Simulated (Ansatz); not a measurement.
CdTe:
Space group P-6m2 (No. 187); a = 4.224 Å, b = 4.224 Å, c = 3.779 Å, α = 90.00°, β = 90.00°, γ = 120.00°

```json
[
 {"atom": "Cd", "site": "1a", "symmetry": "-6m2", "x": "0.0000", "y": "0.0000", "z": "0.0000"},
 {"atom": "Te", "site": "1f", "symmetry": "-6m2", "x": "0.6667", "y": "0.3333", "z": "0.5000"}
]
```

This is the r²SCAN-relaxed structure.

Task: All from plane-wave PAW r²SCAN (Ansatz code), unless another level is named. Predict the electronic character.

Result: metallic (no gap).

Task: Next, the density of states at the Fermi level?

Result: 0.45 states/eV per atom (mean over ±0.08 eV).

Task: Predict the formation energy from the elements (no fitted shifts).

Result: -0.20 eV/atom.

A made-up cell: these elements were put on the sites of a structure type; neither database checked (COD, Materials Project) lists it. It is not the phase usual at ambient conditions (space group No. 216). The cell was relaxed with r²SCAN under the symmetry of its start; whether a distortion lowers the energy is not shown. The references are the lowest solids computed at this level, not always the standard phases. Scalar-relativistic: spin–orbit coupling is off unless named, which matters more the heavier the elements.

Potentials: the later of the program's two PAW sets.
